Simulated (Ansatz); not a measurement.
All-electron LAPW in Ansatz 0.2.0 under PBE, scalar-relativistic, energies extrapolated to zero smearing. Slabs are 1×1 cells cut from bulk crystals relaxed on PAW files, with atoms then relaxed, 16 to 20 Å of vacuum, a dipole correction, k spacings of 0.16 to 0.26 Å⁻¹ and smearing of 0.02 to 0.1 eV, without spin–orbit coupling or spin polarisation. The bulk type named needn't be the stable one, and no reconstruction is allowed.

```json
{"slab": "fcc Ag (110), 5 layers", "area (Å²)": "12.17", "γ (J/m²)": "0.88", "Φ (eV)": "4.22", "Δd12 (%)": "-8.2"}
{"slab": "fcc Ag (100), 1 layer", "area (Å²)": "8.60", "γ (J/m²)": "0.78", "Φ (eV)": "4.57", "Δd12 (%)": "–"}
{"slab": "fcc Ag (110), 4 layers", "area (Å²)": "12.17", "γ (J/m²)": "?", "Φ (eV)": "4.13", "Δd12 (%)": "-12.1"}
{"slab": "fcc Ag (111), 5 layers", "area (Å²)": "7.45", "γ (J/m²)": "0.76", "Φ (eV)": "4.43", "Δd12 (%)": "-0.5"}
{"slab": "fcc Ag (111), 4 layers", "area (Å²)": "7.45", "γ (J/m²)": "0.73", "Φ (eV)": "?", "Δd12 (%)": "-0.5"}
{"slab": "fcc Ag (100), 4 layers", "area (Å²)": "8.60", "γ (J/m²)": "0.82", "Φ (eV)": "4.19", "Δd12 (%)": "-2.1"}
{"slab": "fcc Ag (110), 1 layer", "area (Å²)": "12.17", "γ (J/m²)": "0.92", "Φ (eV)": "4.93", "Δd12 (%)": "–"}
```

(1) Give the missing entry: row "fcc Ag (110), 4 layers", column "γ (J/m²)".

(2) What belongs in the row "fcc Ag (111), 4 layers", column "Φ (eV)"?

## Answers

(1) 0.89.

(2) 4.47.
